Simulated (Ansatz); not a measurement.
**Calculated with Ansatz: AgGeI₆, relaxation**

The input file (Ansatz 0.2.0, plane waves):

```yaml
crystal:
  lattice:
    - [7.238824, 0.0, 0.0]
    - [-3.517938, 6.404384, 0.0]
    - [0.095716, -3.81937, 6.839409]
  atoms:
    - { symbol: I, position: [0.2508, 0.8537, 0.7367] }
    - { symbol: I, position: [0.7492, 0.1463, 0.2633] }
    - { symbol: I, position: [0.5758, 0.4399, 0.7232] }
    - { symbol: I, position: [0.4242, 0.5601, 0.2768] }
    - { symbol: I, position: [0.8644, 0.1243, 0.7376] }
    - { symbol: I, position: [0.1356, 0.8757, 0.2624] }
    - { symbol: Ag, position: [0.0, 0.0, 0.0] }
    - { symbol: Ge, position: [0.5, 0.0, 0.5] }
kpoints:
  mp_grid: { grid: [3, 3, 3], shift: [0.0, 0.0, 0.5] }
magnetization:
  spin_polarized: false
scf:
  occupations: { method: fermi_dirac, width: 0.1007 }
  lower_state_search: "off"
hamiltonian:
  pseudopotentials: { kind: paw }
  xc: r2scan
basis:
  ecutwfc: 500
  fft_grid_basis: typed
relax:
  max_steps: 40
  cell: { p_target: 0.0 }
  f_tol: 0.03
output:
  forces: true
  stress: true
  eigenvalues: true
  bader: false
  populations: true
  elf: true
  write_potential: true
  volumetric_format: npy
  dos:
    e_range: [-12, 8]
    de: 0.05
    projected: { site_lists: { Ag: [Ag], Ge: [Ge], I: [I] } }
  write_density: true
checkpoint:
  read: saved_state
```

Launch command:

```bash
ansatz run input.yaml --threads 2 --pin off --max-ram 3584MiB --backend cpu --events-out ev --progress --plain --runs-dir out
```

Origin of the cell: a known structure type with other elements, at an estimated volume, so it need not be a known compound.

The saved state is a converged single point of the same cell.

Steps («new basis» is an SCF on plane waves selected anew at the same cell):

```tsv
step	ΔF (meV/atom)	max force component (eV/Å)	P (GPa)	volume (Å³)	SCF iterations	step was
1	0.0	0.418	0.00	317.08	7	accepted
2	-24.8	0.164	-0.45	300.87	9	accepted
3	-31.1	0.120	0.01	291.34	7	accepted
4	-31.9	0.025	-0.04	292.87	7	accepted
5	-32.1	0.018	0.02	292.16	7	accepted
6	-32.3	0.010	0.04	292.26	8	accepted
7	-32.3	0.008	0.00	292.70	6	accepted
8	-32.3	0.002	0.01	292.86	7	accepted
9	-31.9	0.002	0.00	292.86	7	new basis
```

Step 1, with forces in eV/Å:

```xyz
8
Lattice="7.239 0.000 0.000 -3.518 6.404 0.000 0.096 -3.819 6.839" Properties=species:S:1:pos:R:3:forces:R:3 pbc="T T T" step=1
I    -1.117    2.654    5.039   -0.128   -0.329    0.191
I     4.934   -0.069    1.801    0.128    0.329   -0.191
I     2.690    0.055    4.946   -0.088    0.418    0.257
I     1.127    2.530    1.893    0.088   -0.418   -0.257
I     5.891   -2.021    5.045    0.365    0.069    0.279
I    -2.074    4.606    1.795   -0.365   -0.069   -0.279
Ag    0.000    0.000    0.000    0.000    0.000    0.000
Ge    3.667   -1.910    3.420    0.000    0.000    0.000
```

Step 2, with forces in eV/Å:

```xyz
8
Lattice="7.132 0.029 0.037 -3.441 6.360 -0.018 0.114 -3.800 6.619" Properties=species:S:1:pos:R:3:forces:R:3 pbc="T T T" step=2
I    -1.010    2.452    4.876   -0.010    0.164    0.147
I     4.816    0.136    1.762    0.010   -0.164   -0.147
I     2.668    0.179    4.843   -0.150   -0.037    0.125
I     1.138    2.409    1.795    0.150    0.037   -0.125
I     5.924   -1.839    4.969    0.077   -0.071    0.070
I    -2.119    4.427    1.670   -0.077    0.071   -0.070
Ag    0.000    0.000    0.000    0.000    0.000    0.000
Ge    3.623   -1.886    3.328    0.000    0.000    0.000
```

Step 3, with forces in eV/Å:

```xyz
8
Lattice="7.071 0.052 0.038 -3.390 6.333 -0.033 0.101 -3.807 6.491" Properties=species:S:1:pos:R:3:forces:R:3 pbc="T T T" step=3
I    -0.942    2.464    4.866    0.041    0.033   -0.120
I     4.724    0.114    1.629   -0.041   -0.033    0.120
I     2.555    0.149    4.826   -0.007   -0.014   -0.076
I     1.227    2.429    1.669    0.007    0.014    0.076
I     5.913   -1.800    4.899   -0.057    0.018   -0.055
I    -2.131    4.378    1.596    0.057   -0.018    0.055
Ag    0.000    0.000    0.000    0.000    0.000    0.000
Ge    3.586   -1.877    3.264    0.000    0.000    0.000
```

Step 4, with forces in eV/Å:

```xyz
8
Lattice="7.081 0.059 0.038 -3.389 6.332 -0.027 0.098 -3.802 6.509" Properties=species:S:1:pos:R:3:forces:R:3 pbc="T T T" step=4
I    -0.952    2.475    4.852    0.025    0.009   -0.018
I     4.743    0.114    1.668   -0.025   -0.009    0.018
I     2.558    0.162    4.817   -0.012   -0.017   -0.007
I     1.233    2.427    1.703    0.012    0.017    0.007
I     5.907   -1.799    4.902   -0.021    0.011    0.011
I    -2.116    4.388    1.618    0.021   -0.011   -0.011
Ag    0.000    0.000    0.000    0.000    0.000    0.000
Ge    3.590   -1.871    3.274    0.000    0.000    0.000
```

Step 5, with forces in eV/Å:

```xyz
8
Lattice="7.079 0.068 0.038 -3.380 6.328 -0.022 0.093 -3.797 6.492" Properties=species:S:1:pos:R:3:forces:R:3 pbc="T T T" step=5
I    -0.942    2.478    4.840    0.003    0.002   -0.001
I     4.734    0.121    1.668   -0.003   -0.002    0.001
I     2.548    0.167    4.805   -0.018   -0.009    0.001
I     1.244    2.432    1.703    0.018    0.009   -0.001
I     5.893   -1.780    4.898    0.006   -0.001    0.009
I    -2.101    4.379    1.610   -0.006    0.001   -0.009
Ag    0.000    0.000    0.000    0.000    0.000    0.000
Ge    3.586   -1.864    3.265    0.000    0.000    0.000
```

Step 9, with forces in eV/Å:

```xyz
8
Lattice="7.075 0.087 0.044 -3.361 6.347 0.020 0.089 -3.765 6.456" Properties=species:S:1:pos:R:3:forces:R:3 pbc="T T T" step=9
I    -0.929    2.512    4.849   -0.001    0.000    0.000
I     4.731    0.157    1.672    0.001    0.000    0.000
I     2.523    0.181    4.792    0.001    0.001    0.002
I     1.280    2.488    1.728   -0.001   -0.001   -0.002
I     5.889   -1.735    4.894    0.000    0.002   -0.001
I    -2.086    4.404    1.626    0.000   -0.002    0.001
Ag    0.000    0.000    0.000    0.000    0.000    0.000
Ge    3.582   -1.839    3.250    0.000    0.000    0.000
```

- Free energy lowered by: 31.9 meV/atom
- Volume change: -7.64 %
- Final pressure: 0.00 GPa
- Relaxation steps listed: 9
- Formation energy (elements under the same functional, gases as molecules, uncorrected): -0.066 eV/atom

Caveats: no moments, though an odd count or open d shells may carry them; no spin-orbit coupling, though heavy elements are present; the k mesh is coarse if the cell is a metal; the relaxation held the start's symmetry, so the end may be a saddle point.

The run took 5.3 min on 2 threads of Arm Neoverse V1 (shared host), peak memory 1.6 GiB, from a saved density.
